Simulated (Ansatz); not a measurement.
Convergence notes, G0W0 on BN (P6_3mc)

A 4-atom cell of BN started from a crystallographic database, relaxed with r2SCAN; one-shot G0W0 in Ansatz without spin-orbit coupling. The values are computed, spin-unpolarised, and not measurements.

```cif
data_structure
_symmetry_space_group_name_H-M 'P6_3mc'
_symmetry_Int_Tables_number 186
_cell_length_a 2.5439
_cell_length_b 2.5439
_cell_length_c 4.2078
_cell_angle_alpha 90.000
_cell_angle_beta 90.000
_cell_angle_gamma 120.000
_cell_volume 23.58
loop_
_atom_site_label
_atom_site_type_symbol
_atom_site_symmetry_multiplicity
_atom_site_Wyckoff_symbol
_atom_site_fract_x
_atom_site_fract_y
_atom_site_fract_z
_atom_site_occupancy
B1 B 2 b 0.66667 0.33333 0.00020 1
N1 N 2 b 0.66667 0.33333 0.37480 1
```

Gaps are read over the mesh points alone. G0W0 here is at a finite number of bands, screening cutoff and k mesh, not at the basis limit.

| start | potentials | frequency model | mesh | empty bands | screening cutoff (eV) | Kohn-Sham gap (eV) | G0W0 gap (eV) |
| --- | --- | --- | --- | --- | --- | --- | --- |
| PBE | PAW | contour deformation | 6×6×4 | 53 | 100 | 5.21 | 6.50 |
| PBE | PAW | contour deformation | 6×6×4 | 129 | 180 | 5.21 | 6.79 |
| PBE | PAW | contour deformation | 6×6×4 | 250 | 260 | 5.21 | 6.92 |
| HSE06 | PAW | contour deformation | 6×6×4 | 129 | 180 | 6.53 | 7.28 |
| r2SCAN | PAW | contour deformation | 6×6×4 | 129 | 180 | 5.75 | 6.98 |
| PBE0 | PAW | contour deformation | 6×6×4 | 129 | 180 | 7.30 | 7.44 |
| PBE | PAW | Godby-Needs pole | 6×6×4 | 129 | 180 | 5.21 | 6.73 |
| PBE | PAW | contour deformation | 9×9×6 | 38 | 80 | 5.21 | 6.41 |
| PBE | norm-conserving | contour deformation | 6×6×4 | 129 | 180 | 5.19 | 6.79 |

The quasiparticle gap on this mesh is 6.92 eV (Γ to K), against 5.21 eV from PBE: +1.71 eV. Renormalisation factors Z lie between 0.80 and 0.86.

Raising bands and cutoff together moves the gap by +0.28 eV (100 to 180 eV), then +0.13 eV (180 to 260 eV); the last step is still large, so the basis limit isn't reached. Starting from HSE06 (6.53 eV against PBE's 5.21 eV) gives 7.28 eV, +0.49 eV from G0W0@PBE at the same screening cutoff. Starting from r2SCAN (5.75 eV against PBE's 5.21 eV) gives 6.98 eV, +0.19 eV from G0W0@PBE at the same screening cutoff. Starting from PBE0 (7.30 eV against PBE's 5.21 eV) gives 7.44 eV, +0.65 eV from G0W0@PBE at the same screening cutoff. The Godby-Needs plasmon pole differs from contour deformation by -0.06 eV. Norm-conserving potentials (wave cutoff 1240 eV against 420 eV) shift the quasiparticle gap by 0.00 eV and the PBE gap by -0.01 eV. r2SCAN runs take a wave cutoff of 500 eV.
